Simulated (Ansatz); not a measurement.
Total density of states per atom from PBE (plane waves, PAW; program Ansatz), in 0.25 eV bins, energy from the Fermi level:

(E (eV), states/eV/atom): (-7.85, 0.37); (-7.60, 0.57); (-7.35, 0.71); (-7.10, 0.43); (-6.85, 0.69); (-6.60, 0.70); (-6.35, 0.81); (-6.10, 1.24); (-5.85, 0.83); (-5.60, 0.81); (-5.35, 1.01); (-5.10, 0.87); (-4.85, 0.85); (-4.60, 0.72); (-4.35, 0.54); (-4.10, 0.48); (-3.85, 0.25); (-3.60, 0.29); (-3.35, 0.49); (-3.10, 0.50); (-2.85, 0.62); (-2.60, 1.06); (-2.35, 0.62); (-2.10, 0.92); (-1.85, 1.56); (-1.60, 1.36); (-1.35, 1.19); (-1.10, 2.33); (-0.85, 1.46); (-0.60, 0.44); (-0.35, 0.16); (-0.10, 0.15); (0.15, 0.25); (0.40, 0.66); (0.65, 0.58); (0.90, 0.61); (1.15, 1.11); (1.40, 1.07); (1.65, 0.64); (1.90, 0.07); (2.15, 0.00); (2.40, 0.00); (2.65, 0.04); (2.90, 0.10); (3.15, 0.20); (3.40, 0.32); (3.65, 0.34); (3.90, 0.45); (4.15, 0.20); (4.40, 0.07); (4.65, 0.06)

Question: Which compound is it?
A) BN, P6_3mc (B on 2a, B on 2b, N on 2a, N on 2b)
B) Al2O3, corundum
C) CoPtO2, R-3m (Co on 3b, Pt on 3a, O on 6c)
D) CdO, rock salt

Answer: C, CoPtO2, R-3m (Co on 3b, Pt on 3a, O on 6c). Within 0.5 eV of the Fermi level: Pt 5d 45 %, Co 3d 33 %, O 2p 10 %, O 2s 5 %. Projections are on Löwdin-orthogonalised atomic valence shells; empty p or d shells of many metals are not among them.

Symmetry was held in the PBE relaxation. The run is not spin-polarised. No Hubbard U is applied. Without spin polarisation and U, an open-shell compound can come out a false metal. Spin–orbit coupling is left out wherever it is not named.

Potentials: the later of the program's two PAW sets.
